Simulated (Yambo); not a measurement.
Yambo run on CaS (rock salt, space group Fm-3m, No. 225). The wavefunctions are norm-conserving PBEsol (Quantum ESPRESSO, 68 Ry, no spin-orbit coupling) ones on a 4×4×4 mesh (8 occupied bands); a = b = c = 3.9819 Å, α = β = γ = 60.00°.

Yambo input:

```
rim_cut
gw0
dyson
el_el_corr
HF_and_locXC
ppa
em1d
RandQpts= 1000000
RandGvec= 1 Ry
EXXRLvcs= 68 Ry
VXCRLvcs= 272 Ry
Chimod= "HARTREE"
% BndsRnXp
 1 | 103 |
%
NGsBlkXp= 10 Ry
% LongDrXp
 1.0 | 1.0 | 1.0 |
%
PPAPntXp= 27.2114 eV
% GbndRnge
 1 | 64 |
%
GTermKind= "none"
DysSolver= "n"
ExtendOut
% QPkrange
 1 | 1 | 8 | 8 |
 7 | 7 | 8 | 9 |
%
```

k points by index: 1 = Γ, 7 = X.

Table of the .qp output:

```
#    K-point    Band    Eo [eV]    E [eV]    E-Eo [eV]    Vxc [eV]    Vnlxc [eV]    Sc|Eo [eV]    Sc|E [eV]    dSc/dw|Eo [eV]    Re(Z)    Im(Z)
#
    1    8    0.000000    -0.956221    -0.956221    -13.07164    -16.12032    1.839256    2.092460    -7.204702    0.790656    -0.001417
    7    8    -0.844231    -1.885394    -1.041163    -12.64619    -16.03852    2.071862    2.351167    -7.298920    0.788497    -0.001531
    7    9    2.158634    3.139244    0.980610    -10.33243    -5.520604    -3.623277    -3.831219    -5.769595    0.825061    -0.001204
```
(The two width columns are left out.) Convergence of these settings isn't established.

Geometry relaxed with PBEsol.
